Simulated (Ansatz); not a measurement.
AgW:
```xyz
4
Lattice="4.5875 0.0000 0.0000 0.0000 2.7019 0.0000 0.0000 0.0000 5.1507" Properties=species:S:1:pos:R:3 pbc="T T T"
W      1.1469     0.0000     4.4603
W      3.4406     0.0000     0.6904
Ag     1.1469     1.3509     1.8619
Ag     3.4406     1.3509     3.2888
```

Relaxed with PBEsol. Special points in fractions of this cell's reciprocal vectors: Γ (0.000, 0.000, 0.000); X (0.500, 0.000, 0.000); S (0.500, 0.500, 0.000); Y (0.000, 0.500, 0.000); Z (0.000, 0.000, 0.500); U (0.500, 0.000, 0.500); R (0.500, 0.500, 0.500); T (0.000, 0.500, 0.500).

List the band energies nearest the Fermi level at these points for plane-wave PAW PBEsol with spin–orbit coupling (Ansatz code).

In eV from the Fermi level; about four levels below and three above (degenerate sets whole), none deeper than 8.9 eV; points with the same levels are listed once.

```json
[
 {"k": "Γ", "below": "-1.79 -1.79 -0.20 -0.20", "above": "1.08 1.08 1.78 1.78"},
 {"k": "X", "below": "-0.06 -0.06 -0.06 -0.06", "above": "2.01 2.01 2.01 2.01"},
 {"k": "S", "below": "-0.86 -0.86 -0.86 -0.86", "above": "3.01 3.01 3.01 3.01"},
 {"k": "Y", "below": "-1.62 -1.62 -0.54 -0.54", "above": "0.14 0.14 0.56 0.56"},
 {"k": "Z", "below": "-2.05 -2.05 -1.79 -1.79", "above": "0.78 0.78 1.71 1.71"},
 {"k": "U", "below": "-1.04 -1.04 -1.04 -1.04", "above": "1.71 1.71 1.71 1.71"},
 {"k": "R", "below": "-0.71 -0.71 -0.71 -0.71", "above": "0.59 0.59 0.59 0.59"},
 {"k": "T", "below": "-0.76 -0.76 -0.48 -0.48", "above": "0.96 0.96 1.47 1.47"}
]
```

Space group Pmma. The start of the workflow was typed in or built on a structure type; neither database checked (COD, Materials Project) lists it. Whether it is the stable phase at ambient conditions was not checked. The PBEsol relaxation kept the symmetry of its start. At this level the phase is dynamically unstable (imaginary phonons). No spin polarisation was allowed. Its formation energy is positive at this level, so the cell may be metastable or incomplete.

Potentials: the earlier of the program's two PAW sets. The files were generated under PBE; for other functionals the program regenerates the frozen cores, and for LDA and PBEsol the local potential too.
